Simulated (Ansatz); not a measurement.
**Elastic constants of Ru (P6_3/mmc) under pressure**

```
Ru
1.0
     2.70463    0.00000    0.00000
    -1.35231    2.34228    0.00000
     0.00000    0.00000    4.25988
Ru
2
Direct
  0.33333 0.66667 0.25000
  0.66667 0.33333 0.75000
```

This is the zero-pressure cell. At each pressure cell and atoms are relaxed in this structure, and the constants are slopes of the stress at strains of ±0.005 with relaxed ions (the coefficients that govern stability under load). Level: r²SCAN, PAW on Ansatz 0.2.0's default frozen-core files (fitted under PBE), scalar-relativistic; k mesh 20×20×12, strains of ±0.005, Fermi-Dirac smearing of 0.050 eV, cutoff 500 eV. P is the pressure of the relaxed cell, less that of this one.

```
P (GPa)    V/V₀  C11 (GPa)  C12 (GPa)  C13 (GPa)  C33 (GPa)  C44 (GPa)
   0.00  1.0000      613.0      199.0      180.9      700.9      200.6
   0.99       ?          ?          ?          ?          ?          ?
   1.97  0.9943      628.0      206.2      187.1      717.2      204.3
   4.00  0.9886      643.2      213.4      193.5      733.8      208.1
   7.00  0.9804      665.5      224.0      202.9      758.2      213.6
  10.02  0.9726      687.5      234.6      212.3      782.2      219.0
  14.98  0.9606      723.1      251.8      227.5      821.1      227.7
```

Q: Does the bulk modulus from the constants agree with the pressure-volume curve?

A: A third-order Birch-Murnaghan fit to the volumes shown (F against f, f = [(V₀/V)^(2/3) − 1]/2) gives B₀ = 338.0 GPa and B′ = 4.8. Its −V dP/dV stands beside the Reuss value 1/ΣS_ij (i, j ≤ 3):

| P (GPa) | from P(V) | from the constants |
| --- | --- | --- |
| 0.00 | 338.0 | 338.0 |
| 1.97 | 347.4 | 347.5 |
| 4.00 | 357.1 | 357.2 |
| 7.00 | 371.3 | 371.4 |
| 10.02 | 385.4 | 385.5 |
| 14.98 | 408.4 | 408.3 |

Q: What are the pressure derivatives at zero pressure?

A: Slopes at V₀ of quadratic fits in −ln(V/V₀) through the first four rows shown, divided by B₀: dC11/dP = 7.6, dC12/dP = 3.6, dC13/dP = 3.2, dC33/dP = 8.3, dC44/dP = 1.9. The mean slopes up to 4.0 GPa are 7.5, 3.6, 3.2, 8.2, 1.9; curvature and scatter of the constants part the two.

Q: Fill the row at 0.99 GPa.

A: Cubic fits in −ln(V/V₀) through all rows shown give C11 = 620.6, C12 = 202.6, C13 = 184.0, C33 = 709.1, C44 = 202.5 GPa. Computed: V/V₀ = 0.9971, C11 (GPa) = 620.6, C12 (GPa) = 202.6, C13 (GPa) = 184.0, C33 (GPa) = 709.2, C44 (GPa) = 202.5.

Q: Does a shear stiffness soften?

A: C44 goes from 200.6 to 227.7 GPa; (C11 − C12)/2 goes from 207.0 to 235.7 GPa. Neither ends more than 3 % under its start, and the lattice stays mechanically stable over this range.

Known limits: no other phase was computed; many crystals of this kind change structure within this range, and rows or crossings beyond such a change describe a metastable lattice; frozen-core PAW files fitted under PBE, their cores solved anew for the functional of the run; responses of metals move with mesh and smearing; elastic stability says nothing of phonons or of other phases; phonons weren't checked at these pressures.
